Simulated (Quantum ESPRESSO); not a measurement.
Simulation results for Mg2TaMoAu4 (simulated cell), Mg3Mo2Pd2Pt (simulated cell), Mg3ScTa2SnMo (simulated cell), Mg3TaTi2Mo2 (simulated cell) and others

Computed with Quantum ESPRESSO 7.5. Calculation on a made-up metal alloy cell, not a measurement, one composition run in several site patterns on the same cell and positions: no spin or spin-orbit, unrelaxed, 2900 K smearing, stress positive in tension, cell energy less fitted offsets; periodic Kohn-Sham density functional theory in plane waves with PseudoDojo standard norm-conserving scalar-relativistic pseudopotentials, each functional with its own files (v0.5 for PBE, v0.4.1 for LDA and PBEsol), eight atoms on drawn sites of a strained close-packed or body-centred lattice, each displaced and held fixed; the energy is the cell's free energy, ions and the entropy term -TS included, at the stated Fermi-Dirac width, less a fixed offset for each atom's element (shifted free energy); compositions with an open d shell lost a parallel starting moment in a cheaper test run, and other magnetic orders were not tried; an error bar is the largest change of its kind in a tighter rerun, never given below 0.002 eV, 0.02 GPa or 0.003 eV/angstrom, and covers cutoff and k-mesh only, not smearing or the files.

Common to all runs: functional pbe; cutoff 1143 eV; fermi dirac smearing 0.25 eV; electrons removed 0; structure shown pattern 1, with the other patterns on the same cell and positions.

Notes on all entries: a spin test at this wide smearing found no moment, but such smearing suppresses magnetism that the real alloy may have; unrelaxed patterns on shared displaced sites, so differences are not ordering energies; lattice, volume and sites are drawn at random and may be unstable or far from any real phase; energies are for the whole cell, less offsets fitted to these runs, so they are not formation energies.

(1) Mg2TaMoAu4 (simulated cell)

```
cell vectors (Å)
  -2.9585     0.0169    -0.0250
  -0.0293     5.1114    -0.0234
   1.4132    -2.5207    -9.4338
atoms (fractions of the cell vectors)
Ta  0.01706 -0.01749  0.00111
Mo  0.12551  0.46548  0.25266
Au  0.29452  0.24205  0.49733
Au  0.34651  0.70270  0.75901
Mg  0.48964  0.50697  0.00429
Au  0.65622  0.97795  0.25254
Au  0.77585  0.74213  0.50312
Mg  0.89065  0.18894  0.75773
```

| Quantity | Value |
| --- | --- |
| lattice type | hexagonal close-packed |
| k mesh | 8 x 5 x 3 shifted half a step off Gamma on each axis |

Atoms:
```tsv
atom site	pattern 1 element	pattern 2 element	pattern 3 element	pattern 4 element	pattern 5 element	pattern 6 element
1	Ta	Au	Au	Au	Mo	Au
2	Mo	Ta	Ta	Mg	Au	Ta
3	Au	Au	Au	Ta	Au	Au
4	Au	Mg	Au	Au	Au	Mg
5	Mg	Mg	Mo	Mo	Mg	Au
6	Au	Au	Mg	Mg	Mg	Au
7	Au	Au	Au	Au	Au	Mg
8	Mg	Mo	Mg	Au	Ta	Mo
```

Offsets:
```tsv
element	energy per atom (eV)
Au	-4032.82
Mg	-1616.19
Mo	-1911.95
Ta	-1771.44
```

Results:
```tsv
pattern	energy above first pattern (eV)	entropy term negative ts (eV)	pressure (GPa)	stress xx (GPa)	stress yy (GPa)	stress zz (GPa)	rms force component (eV/Å)	shifted free energy (eV)
1	0	-1.166	0.48	0.58	-0.28	-1.73	0.618	0.169
2	0.241	-1.289	0.37	1.69	-0.26	-2.56	0.446	0.41
3	-0.606	-1.153	0.25	1.61	-3.3	0.94	0.535	-0.437
4	0.372	-1.233	0.62	4.24	-1.98	-4.13	0.671	0.541
5	-0.632	-1.043	-0.52	0.82	1.69	-0.93	0.538	-0.463
6	0.156	-1.273	0.64	2.22	-0.47	-3.66	0.501	0.325
```

Notes: heavy elements are run without spin-orbit coupling, which real alloys of them have; error bars: energy 0.004 eV, stress 0.14 GPa, force 0.0033 eV/Å, from a tighter rerun of a related cell, whose elements or sites may differ.

(2) Mg3Mo2Pd2Pt (simulated cell)

```
cell vectors (Å)
   0.0505     0.0111    -4.1768
  -4.1322    -0.0071     0.0505
   2.0550     8.5120     2.0410
atoms (fractions of the cell vectors)
Mg -0.02243 -0.01205 -0.00494
Pd  0.12900  0.67403  0.26070
Mg  0.25474  0.26513  0.51314
Pt  0.35169  0.85442  0.75079
Pd  0.51302  0.49556 -0.00640
Mg  0.61865  0.11148  0.24824
Mo  0.74078  0.77984  0.50975
Mo  0.89488  0.39465  0.74170
```

| Quantity | Value |
| --- | --- |
| lattice type | face-centred cubic |
| k mesh | 6 x 6 x 3 shifted half a step off Gamma on each axis |

Atoms:
```tsv
atom site	pattern 1 element	pattern 2 element	pattern 3 element	pattern 4 element	pattern 5 element	pattern 6 element
1	Mg	Mo	Mg	Mg	Mg	Pt
2	Pd	Pd	Pt	Mo	Mo	Mg
3	Mg	Mg	Pd	Mg	Pd	Mo
4	Pt	Mg	Mg	Mo	Pt	Pd
5	Pd	Pd	Mg	Pd	Pd	Mo
6	Mg	Mo	Mo	Pt	Mg	Mg
7	Mo	Mg	Mo	Mg	Mg	Pd
8	Mo	Pt	Pd	Pd	Mo	Mg
```

Offsets:
```tsv
element	energy per atom (eV)
Mg	-1616.19
Mo	-1911.95
Pd	-3687.45
Pt	-3554.29
```

Results:
```tsv
pattern	energy above first pattern (eV)	entropy term negative ts (eV)	pressure (GPa)	stress xx (GPa)	stress yy (GPa)	stress zz (GPa)	rms force component (eV/Å)	shifted free energy (eV)
1	0	-1.266	-10.71	13.28	10.54	8.31	0.501	-0.437
2	1.056	-1.43	-11.46	9.37	14.06	10.95	0.801	0.619
3	1.13	-1.504	-10.9	12.04	12.41	8.24	0.839	0.693
4	1.535	-1.803	-9.85	10.42	8.78	10.35	0.347	1.098
5	1.66	-1.843	-9.2	8.11	7.79	11.7	0.395	1.223
6	1.93	-2.104	-9.19	10.97	7.99	8.62	0.411	1.493
```

Notes: heavy elements are run without spin-orbit coupling, which real alloys of them have; error bars: energy 0.0067 eV, stress 0.023 GPa, force 0.0096 eV/Å, from a tighter rerun of a related cell, whose elements or sites may differ.

(3) Mg3ScTa2SnMo (simulated cell)

```
cell vectors (Å)
   0.0000     0.0000    -4.8557
   0.0000     5.2968     0.0000
   6.1162     0.0000     0.0000
atoms (fractions of the cell vectors)
Mg -0.01590 -0.00332 -0.01874
Sn -0.00233 -0.03902  0.50991
Ta  0.02020  0.47663  0.27102
Ta -0.00883  0.52030  0.76443
Mg  0.51581  0.33549 -0.00813
Mo  0.46255  0.32999  0.50639
Mg  0.49208  0.82910  0.24110
Sc  0.51523  0.84527  0.75501
```

| Item | Value |
| --- | --- |
| lattice type | hexagonal close-packed |
| k mesh | 5 x 5 x 4 shifted half a step off Gamma on each axis |

Atoms:
```tsv
atom site	pattern 1 element	pattern 2 element	pattern 3 element	pattern 4 element	pattern 5 element	pattern 6 element
1	Mg	Ta	Ta	Mg	Mg	Mo
2	Sn	Mg	Mg	Ta	Mg	Ta
3	Ta	Sn	Mg	Ta	Ta	Mg
4	Ta	Mg	Sc	Mg	Ta	Sc
5	Mg	Mg	Sn	Mo	Sn	Mg
6	Mo	Sc	Mo	Sn	Mg	Ta
7	Mg	Mo	Ta	Mg	Sc	Mg
8	Sc	Ta	Mg	Sc	Mo	Sn
```

Offsets:
```tsv
element	energy per atom (eV)
Mg	-1616.19
Mo	-1911.95
Sc	-1317.21
Sn	-2144.16
Ta	-1771.44
```

Results:
```tsv
pattern	energy above first pattern (eV)	entropy term negative ts (eV)	pressure (GPa)	stress xx (GPa)	stress yy (GPa)	stress zz (GPa)	rms force component (eV/Å)	shifted free energy (eV)
1	0	-1.378	0.96	0.83	-1.87	-1.83	0.852	0.768
2	-0.05	-1.441	0.79	3.14	-3.52	-1.99	0.81	0.718
3	0.495	-1.482	0	2.74	-0.58	-2.15	0.751	1.263
4	0.696	-1.577	1.24	0.55	-0.1	-4.17	0.914	1.464
5	0.01	-1.43	-0.1	1.39	0.54	-1.62	0.642	0.778
6	0.268	-1.309	0.66	0.91	-0.04	-2.86	0.82	1.036
```

Notes: the tin pseudopotential is less sure than most, with forces differing by about three percent from a second method on plain tin; heavy elements are run without spin-orbit coupling, which real alloys of them have; error bars: energy 0.002 eV, stress 0.033 GPa, force 0.0071 eV/Å, from a tighter rerun of a related cell, whose elements or sites may differ.

(4) Mg3TaTi2Mo2 (simulated cell)

```
cell vectors (Å)
  -0.0004    -2.1123    -2.1598
   2.1404     4.1599    -2.0947
   8.5540    -4.1350     4.2314
atoms (fractions of the cell vectors)
Mo  0.01421  0.02288  0.00664
Ta -0.01596  0.00284  0.49851
Ti  0.26960  0.50471  0.36751
Mg  0.26079  0.49834  0.86752
Mo  0.50888 -0.01136  0.24415
Mg  0.48345  0.00839  0.75228
Ti  0.75831  0.51438  0.12423
Mg  0.77835  0.51447  0.62782
```

| Property | Result |
| --- | --- |
| lattice type | face-centred cubic |
| k mesh | 8 x 5 x 3 shifted half a step off Gamma on each axis |

Atoms:
```tsv
atom site	pattern 1 element	pattern 2 element	pattern 3 element	pattern 4 element	pattern 5 element	pattern 6 element
1	Mo	Mo	Mg	Mo	Ti	Mg
2	Ta	Mg	Mg	Mg	Ta	Mo
3	Ti	Ta	Mo	Ta	Mg	Mg
4	Mg	Ti	Mg	Mg	Mo	Mg
5	Mo	Mg	Mo	Mg	Mo	Ti
6	Mg	Mo	Ti	Ti	Mg	Ti
7	Ti	Ti	Ti	Mo	Ti	Ta
8	Mg	Mg	Ta	Ti	Mg	Mo
```

Offsets:
```tsv
element	energy per atom (eV)
Mg	-1616.19
Mo	-1911.95
Ta	-1771.44
Ti	-1615.4
```

Results:
```tsv
pattern	energy above first pattern (eV)	entropy term negative ts (eV)	pressure (GPa)	stress xx (GPa)	stress yy (GPa)	stress zz (GPa)	rms force component (eV/Å)	shifted free energy (eV)
1	0	-1.982	-5.84	5.72	6.4	5.4	0.512	1.18
2	0.529	-2.015	-6.34	4.64	7.44	6.96	0.431	1.71
3	0.321	-1.97	-6.02	4.43	6.8	6.82	0.442	1.501
4	0.434	-1.991	-6.13	5.82	6.15	6.41	0.371	1.615
5	0.493	-1.99	-6.23	4.88	7.12	6.69	0.512	1.673
6	0.567	-1.957	-6.22	4.27	7.37	7.01	0.488	1.747
```

Notes: heavy elements are run without spin-orbit coupling, which real alloys of them have; error bars: energy 0.0033 eV, stress 0.023 GPa, force 0.003 eV/Å, from a tighter rerun of a related cell, whose elements or sites may differ.

(5) Mg3Ti2AgRu2 (simulated cell)

```
cell vectors (Å)
  -0.0088     0.0236     4.8405
   6.0263     0.0224    -0.0110
  -2.9938     5.2152     0.0312
atoms (fractions of the cell vectors)
Ti -0.01189  0.01293  0.02236
Mg  0.00339  0.00205  0.49787
Mg -0.01598  0.52207 -0.00315
Ru  0.00979  0.50026  0.50032
Ti  0.48449  0.18130  0.33376
Ru  0.49260  0.14201  0.82089
Mg  0.49903  0.66135  0.33082
Ag  0.50411  0.65496  0.81564
```

| Property | Result |
| --- | --- |
| lattice type | hexagonal close-packed |
| k mesh | 5 x 5 x 5 shifted half a step off Gamma on each axis |

Atoms:
```tsv
atom site	pattern 1 element	pattern 2 element	pattern 3 element	pattern 4 element	pattern 5 element	pattern 6 element
1	Ti	Mg	Mg	Mg	Ag	Mg
2	Mg	Ti	Ti	Ru	Ti	Ti
3	Mg	Ti	Ru	Ru	Mg	Ag
4	Ru	Mg	Ru	Ti	Ru	Mg
5	Ti	Ru	Mg	Mg	Mg	Ru
6	Ru	Ag	Mg	Ti	Ti	Ru
7	Mg	Mg	Ti	Mg	Ru	Ti
8	Ag	Ru	Ag	Ag	Mg	Mg
```

Offsets:
```tsv
element	energy per atom (eV)
Ag	-4218.03
Mg	-1616.19
Ru	-2750.51
Ti	-1615.4
```

Results:
```tsv
pattern	energy above first pattern (eV)	entropy term negative ts (eV)	pressure (GPa)	stress xx (GPa)	stress yy (GPa)	stress zz (GPa)	rms force component (eV/Å)	shifted free energy (eV)
1	0	-1.716	-9.8	7.88	11.01	10.52	0.584	0.351
2	0.684	-1.916	-9.25	7.54	7.19	13.02	0.435	1.035
3	0.433	-1.819	-9.22	11.66	8.01	8	0.366	0.784
4	0.352	-1.85	-9.71	10.97	9.98	8.18	0.575	0.703
5	0.324	-1.941	-9.6	11.37	8.04	9.4	0.364	0.675
6	-0.134	-1.806	-9.96	10.79	8.9	10.2	0.363	0.217
```

Notes: error bars: energy 0.0046 eV, stress 0.034 GPa, force 0.0065 eV/Å, from a tighter rerun of a related cell, whose elements or sites may differ.
